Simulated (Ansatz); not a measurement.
**Ansatz 0.2.0, settings compared: CuI**

Input:

```yaml
crystal:
  lattice:
    - [0.0, 2.99816825, 2.99816825]
    - [2.99816825, 0.0, 2.99816825]
    - [2.99816825, 2.99816825, 0.0]
  atoms:
    - { symbol: Cu, position: [0.0, 0.0, 0.0] }
    - { symbol: I, position: [0.25, 0.25, 0.25] }
  symmetry: { tolerance: 0.0003 }
kpoints:
  mp_grid: { grid: [5, 5, 5], shift: [0, 0, 0] }
magnetization:
  spin_polarized: false
scf:
  occupations: { method: gaussian, width: 0.0429 }
hamiltonian:
  pseudopotentials: { kind: paw }
  xc: pbe
basis:
  ecutwfc: 420
output:
  forces: true
  stress: true
  eigenvalues: true
```

Run with:

```bash
ansatz run input.yaml --threads 1 --pin off --max-ram 2560MiB --backend cpu --events-out ev --progress --plain --runs-dir out
```

Origin of the cell: a database entry, scaled a little.

Output of this run (shortened):

```
SCF iter   1: F=—  HF=-14138.345014 eV  Δρ=1.21e-3  dr2=5.06e-4
SCF iter   2: F=—  HF=-14138.345213 eV  Δρ=2.01e-3  dr2=1.34e-3
SCF iter   3: F=—  HF=-14138.344912 eV  Δρ=1.98e-4  dr2=1.35e-5
SCF iter   4: F=—  HF=-14138.344941 eV  Δρ=6.94e-5  dr2=1.48e-6
SCF iter   5: F=—  HF=-14138.344947 eV  Δρ=2.40e-5  dr2=2.89e-7
SCF iter   6: F=-14138.344948 eV  HF=-14138.344948 eV  Δρ=4.48e-6  dr2=6.50e-9
SCF 1 converged in 6 iterations: F = -14138.344948 eV  dr2 = 6.50e-9
SCF converged after 6 iterations
Free energy (F): -14138.344948 eV
Harris-Foulkes:  -14138.344948 eV  (|F-HF|=4.75e-9)
Internal energy: -14138.344948 eV  (E = F + TS)
E sigma→0 (E₀):  -14138.344948 eV
Fermi energy:    9.255355 eV
--- Per-component energies (eV) ---
  E_band       = -853.887730
  E_kinetic    = 490.019212
  E_local      = -7543.610150  (includes V_loc(G=0)·N_el)
  E_nonlocal   = 313.126303
  E_hartree    = 3509.933036
  E_xc         = -215.643977
  E_vxc        = -241.610908  (∫ρ·V_xc dr)
  E_paw        = -6491.855258  (= ΣΔE_a)
  E_vpaw       = -891.674770  (= ΣTr[D̂ρ^β])
  E_aug_tail   = 0.000361  (compensation charges beyond the density's cutoff)
  E_ewald      = -4200.314475
  E_smearing   = -0.000000  (= −TS)
  Σ components = -14138.344948   (vs F -14138.344948, Δ=0.00e0)
--- Forces (eV/Å), atoms counted from 1 ---
  atom   1  Cu     0.000000    -0.000000    -0.000000
  atom   2  I     -0.000000     0.000000     0.000000
  max |Σ_I F_I| component: 1.39e-17 eV/Å
--- Stress (GPa, compression-positive) ---
        1.859704       0.000000      -0.000000
        0.000000       1.859704       0.000000
       -0.000000       0.000000       1.859704
  P = ⅓ Tr σ = 1.8597 GPa (18.597 kbar)
```

The same input was run again with these changes:

1. `crystal.symmetry` { tolerance: 0.0003 } → { detect: false }
2. `basis.ecutwfc` 420 → "18.4 Ry"
3. `scf.occupations.method` gaussian → methfessel_paxton; `scf.occupations.width` 0.0429 → 0.15
4. `hamiltonian.dispersion` default → d3bj; `hamiltonian.xc` pbe → rpbe

| run | end | SCF iterations | P (GPa) | max force component (eV/Å) | moment (μB) | ΔE(σ→0) (meV/atom) |
| --- | --- | --- | --- | --- | --- | --- |
| base | converged | 6 | 1.86 | 0.000 | – | 0 |
| 1 | converged | 6 | 1.86 | 0.000 | – | 0.00 |
| 2 | converged | 7 | 1.87 | 0.000 | – | 1573.62 |
| 3 | converged | 6 | 1.86 | 0.000 | – | 0.00 |
| 4 | converged | 6 | -5.94 | 0.000 | – | – |

Energies are compared only where functional, datasets, charge and starting cell are the same.

Not properties of the system: run 2 (too coarse or loose: `basis.ecutwfc` = "18.4 Ry").

Caveats of the base run: no spin-orbit coupling, though heavy elements are present.

Run 2: the cutoff lies below the datasets' advice.
Run 4: forces of this functional can be a tenth off on datasets made under PBE.

The base run took 1.2 s on 1 thread of Arm Neoverse V2, with other jobs on the host, peak memory 0.3 GiB, from the program's own first density.
